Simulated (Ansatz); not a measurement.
Space group I4/mmm (No. 139). a = 3.211 Å, b = 3.211 Å, c = 7.805 Å, α = 90.00°, β = 90.00°, γ = 90.00°
| atom | site | symmetry | x | y | z |
| --- | --- | --- | --- | --- | --- |
| Si | 4e | 4mm | 0.0000 | 0.0000 | 0.3348 |
| W | 2a | 4/mmm | 0.0000 | 0.0000 | 0.0000 |

Equation of state of this Si₂W structure (not necessarily the ground state), with shape and atoms relaxed at each volume where symmetry leaves them free. It has no gap at any of these volumes. These are results of DFT r2SCAN, scalar-relativistic, plane waves, PAW (Ansatz), not measurements.

Cutoff 500 eV; k points 18×18×18 on the computed 3-atom cell (Γ-centred); Gaussian smearing, width 0.10 eV; no spin polarisation.

```csv
V (Å³/atom),E − E(largest V) (meV/atom),P (GPa)
11.805,94.01,39.20
12.207,11.37,26.93
12.609,-42.79,16.48
13.012,-72.68,7.58
13.414,-81.93,0.00
13.817,-73.61,-6.45
14.219,-50.36,-11.91
14.756,0.00,-17.93
```

Problem. Fit a third-order Birch–Murnaghan equation to E(V).

Solution. V0 = 13.41 Å³/atom, B0 = 232 GPa, B0' = 4.4.

Spin-orbit coupling is left out, which matters for the bands of heavy elements.